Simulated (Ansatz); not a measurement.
Given:

Cu:
```xyz
4
Lattice="2.5142 0.0000 0.0000 -1.2571 2.1773 0.0000 0.0000 0.0000 8.2659" Properties=species:S:1:pos:R:3 pbc="T T T"
Cu     0.0000     0.0000     0.0000
Cu     0.0000     0.0000     4.1330
Cu     0.0000     1.4516     2.0665
Cu     1.2571     0.7258     6.1995
```

This is the PBEsol-relaxed structure. x, y and z are the axes in which the lattice vectors are written.

Question: All from plane-wave PAW PBEsol (Ansatz code), unless another level is named. Estimate the bulk modulus (Birch–Murnaghan fit).

Answer: 1670 kbar.

Question: And the elastic constants (relaxed ions, GPa)?

Answer: C11 = 255, C12 = 148, C13 = 103, C33 = 290, C44 = 47.2.

Space group P6_3/mmc (dhcp (α-La type)). The first step of the workflow began from a Materials Project structure, measured or hypothetical; the Crystallography Open Database copy checked does not list it. It is not the phase usual at ambient conditions (space group No. 225). The cell was relaxed with PBEsol under the symmetry of its start; its stability against distortions is not shown here. The run is not spin-polarised. As this level gives no gap, shear constants depend on the k-mesh and smearing (Fermi–Dirac, 0.1 eV here). On the denser mesh and wider smearing of the elastic run this cell carries a stress of 0.4 GPa.

Potentials: the earlier of the program's two PAW sets. The files were generated under PBE; for other functionals the program regenerates the frozen cores, and for LDA and PBEsol the local potential too.
